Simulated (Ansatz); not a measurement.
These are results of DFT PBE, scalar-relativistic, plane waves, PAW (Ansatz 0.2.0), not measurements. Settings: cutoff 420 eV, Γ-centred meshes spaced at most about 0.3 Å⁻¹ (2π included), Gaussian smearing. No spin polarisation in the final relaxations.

All energies are static (0 K, no zero-point motion).

Two forms of Al2BAs3 were relaxed alike.

1.

```
Al B As
1.0
     3.83889    0.00000    0.00000
    -1.91944    3.32458    0.00000
     0.00000    0.00000    9.56348
Al B As
2 1 3
Direct
  0.00000 0.00000 0.98846
  0.33333 0.66667 0.34384
  0.66667 0.33333 0.66016
  0.00000 0.00000 0.72852
  0.66667 0.33333 0.44222
  0.33333 0.66667 0.08680
```

2.

```
Al B As
1.0
    -1.89933    1.89933    8.37190
     1.89933   -1.89933    8.37190
     1.89933    1.89933   -8.37190
Al B As
2 1 3
Direct
  0.65983 0.65983 0.00000
  0.34017 0.34017 0.00000
  0.00000 0.00000 0.00000
  0.56813 0.06813 0.50000
  0.25000 0.75000 0.50000
  0.93187 0.43187 0.50000
```

Question: Which is lower in energy, and by how much?

Answer: Cell 2 is lower, by 18 meV/atom. Cell 1 has Al and B ordered on zinc blende sites, space group P3m1 (No. 156), 20.3 Å³/atom and a gap of 0.34 eV on its mesh; cell 2 has Al and B ordered on zinc blende sites, space group I-4m2 (No. 119), 20.1 Å³/atom and a gap of 0.84 eV. Counting As atoms around Al and B (those within 1.25 times the shortest such distance or 1.15 times the sum of covalent radii; a plus sign parts nearer from farther groups), cell 1 has Al 4, B 1+3 and cell 2 has Al 4, B 4. In cell 1, Al on its first site is surrounded by 4 As at 2.41–2.49 Å; around B lie 1 As at 2.08 Å and 3 As at 2.31 Å; around As on its first site lie 3 B at 2.31 Å and 1 Al at 2.49 Å; 3 more sites not described. In cell 2, Al is surrounded by 4 As at 2.43–2.44 Å; around B lie 4 As at 2.22 Å; As on a site of symmetry 2mm has 2 B at 2.22 Å and 2 Al at 2.44 Å; 1 more site not described. Both come from invented guesses.

Kohn–Sham gaps at this level usually fall short of measured ones. Cells relaxed within their symmetry can be saddle points.
